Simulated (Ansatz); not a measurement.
**4 guesses for AlIn₃Sb₂ and where they end**

The calculation used Ansatz 0.2.0, DFT PBE, scalar-relativistic, plane waves, PAW. Settings: cutoff 420 eV, Γ-centred meshes spaced at most about 0.3 Å⁻¹, and about 0.25 Å⁻¹ or finer for metals (2π included), Gaussian smearing. No spin polarisation in the final relaxations.

Each guess was relaxed in cell and atoms at zero pressure, within the symmetry of its start. These are static total energies at zero pressure. Coordination counts Sb atoms around Al and In (those within 1.25 times the shortest such distance or 1.15 times the sum of covalent radii; the shortest distance is added where it is long for a bond; a slash parts the counts of unlike sites).

```tsv
guess	made from	start group	V start (Å³/atom)	end group	V end (Å³/atom)	coordination at the end	gap on mesh (eV)	E over the lowest end (meV/atom)
1	Ag3AuS2 type	R-3m	30.1	R-3m	45.1	Al 2, In 2	0	412
2	random cell	P6/mmm	29.7	P6/mmm	29.6	Al 6 from 3.4 Å, In 4 from 3.4 Å	0	185
3	random cell	P4/mmm	26.4	?	?	?	?	?
4	Ce2CoSi3 type	P-6m2	25.0	P-6m2	26.8	Al 6 from 3.4 Å, In 6 from 3.4 Å/6 from 3.5 Å	0	0
```

Guess 3 as it starts:

```cif
data_structure
_symmetry_space_group_name_H-M 'P4/mmm'
_symmetry_Int_Tables_number 123
_cell_length_a 4.7589
_cell_length_b 4.7589
_cell_length_c 6.9882
_cell_angle_alpha 90.000
_cell_angle_beta 90.000
_cell_angle_gamma 90.000
_cell_volume 158.26
loop_
_atom_site_label
_atom_site_type_symbol
_atom_site_symmetry_multiplicity
_atom_site_Wyckoff_symbol
_atom_site_fract_x
_atom_site_fract_y
_atom_site_fract_z
_atom_site_occupancy
Al1 Al 1 c 0.50000 0.50000 0.00000 1
In1 In 2 e 0.50000 0.00000 0.50000 1
In2 In 1 d 0.50000 0.50000 0.50000 1
Sb1 Sb 2 f 0.50000 0.00000 0.00000 1
```

**Question.** Fill in the missing row: what does this guess relax into, and where does it rank?

**Answer.** It ends in space group P4/mmm (No. 123), with a = 5.732 Å, c = 6.055 Å, 33.2 Å³/atom and no gap. It lies 182 meV/atom over the lowest end, above guess 4 and within the noise of guess 2. Counting Sb atoms around Al and In, this end has Al 4, In 2/8 from 4.2 Å and the lowest (guess 4) has Al 6 from 3.4 Å, In 6 from 3.4 Å/6 from 3.5 Å. The lowest (guess 4) holds Sb–Sb pairs (shortest 3.02 Å); in this end the shortest Sb–Sb distance is 4.05 Å.

```
Al In Sb
1.0
     5.73159    0.00000    0.00000
     0.00000    5.73159    0.00000
     0.00000    0.00000    6.05507
Al In Sb
1 3 2
Direct
  0.50000 0.50000 0.00000
  0.50000 0.00000 0.50000
  0.00000 0.50000 0.50000
  0.50000 0.50000 0.50000
  0.50000 0.00000 0.00000
  0.00000 0.50000 0.00000
```

Formation energies are uncorrected and refer to the elements' standard structures at the same level.

**Question.** Is the lowest end bound against the elements?

**Answer.** No: its formation energy is +0.17 eV/atom. A positive value: parting into the elements would lower its energy.

The k mesh leaves some 4 meV/atom of noise in the energy of each metallic cell. These runs have no spin–orbit coupling, which can matter for Sb. Cells relaxed within their symmetry can be saddle points. A lower structure may well exist outside this small set. Some structure types and database cells were kept out of the candidates from the start, so a known form may be missing.
